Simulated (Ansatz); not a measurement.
Relaxed LiCl (rock salt):

```
CELL_PARAMETERS angstrom
      0.00000     5.15039     5.15039
      2.57520     2.57520     5.15039
      2.57520     2.57520     0.00000
ATOMIC_POSITIONS crystal
  Cl 0.00000 0.00000 0.00000
  Cl 0.50000 0.00000 0.00000
  Li 0.00000 0.50000 0.50000
  Li 0.50000 0.50000 0.50000
```

A phonon eigenvector at X = (0.5, 0.5, 0.0) is frozen into this cell: atom i moves by Q times the vector below, so Q is the largest atomic displacement, in Å. The cell is held. It is one choice among 2 degenerate patterns. (q is in reciprocal vectors of the primitive cell; the cell shown is doubled to hold the pattern.)

| atom | x | y | z |
|---|---|---|---|
| Cl1 | 0.000 | -1.000 | 0.000 |
| Cl2 | 0.000 | 1.000 | 0.000 |
| Li3 | 0.000 | 0.951 | 0.000 |
| Li4 | 0.000 | -0.951 | 0.000 |

Method: PBE (plane waves to 420 eV, PAW, scalar-relativistic; Ansatz, a quantum-chemistry and plane-wave program). k mesh 11×11×11 (Γ-centred), Fermi-Dirac smearing 0.05 eV. The energy includes the smearing's −TS. LiCl was relaxed with its symmetry unable to fall. The zero of ΔE is the undisplaced structure.

The scan covers Q from -0.180 to 0.180 Å in 13 points.

Which space group does the distorted structure have?

Cmcm (No. 63), lowered from Fm-3m.

What is the energy change at Q = 0.180 Å?

82.4 meV/cell.

What harmonic wavenumber does the curvature at Q = 0 give?

127 cm⁻¹.

(For displaced atoms, the force is minus the slope of the energy, and its curvature is a force constant, which sets phonon frequencies.)
